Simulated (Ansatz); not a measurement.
One crystal and one scan (scan of one atom of the cell) at two levels, PBE (plane waves to 420 eV, PAW, scalar-relativistic; Ansatz, a program for electronic structure) and PBEsol (plane waves to 420 eV, PAW, scalar-relativistic; Ansatz), each from its own relaxed cell and on its own mesh.

The crystal is SiC (wurtzite); one Si atom of a 4-atom cell moves by s along Cartesian z, with its periodic images.

Energies are smeared free energies. SiC was relaxed with its symmetry unable to fall. Both scans cover s from -0.190 to 0.190 Å.

| quantity | run 1 | run 2 |
|---|---|---|
| Lattice constant a (Å) | 3.076 | 3.092 |
| Lattice constant c (Å) | 5.048 | 5.074 |
| Relaxed volume (Å³/atom) | 10.34 | 10.50 |
| Band gap of the relaxed cell, no spin-orbit coupling (eV) | 2.12 | 2.31 |
| Energy at s = 0.190 Å (meV/cell) | 395 | 387 |
| Force along the line at s = -0.190 Å (eV/Å) | 6.951 | 6.757 |
| Force constant k = d²E/ds² at s = 0 (finite differences) (eV/Å²) | 26.96 | 26.35 |

Question: Which run is which level?

Answer: Run 2 is PBE, run 1 is PBEsol. PBE gives the higher value for: lattice constant a; lattice constant c; relaxed volume; band gap of the relaxed cell, no spin-orbit coupling. PBE gives the lower value for: energy at s = 0.190 Å; force along the line at s = -0.190 Å; force constant k = d²E/ds² at s = 0. Both give the same symmetry of the curve: not even: the negative side lies higher at ±0.190 Å. Neither level is exact: the differences show how much the result hangs on the functional.

(A displaced cell: forces are minus the slopes of the energy, force constants its curvatures, and phonons follow from these.)
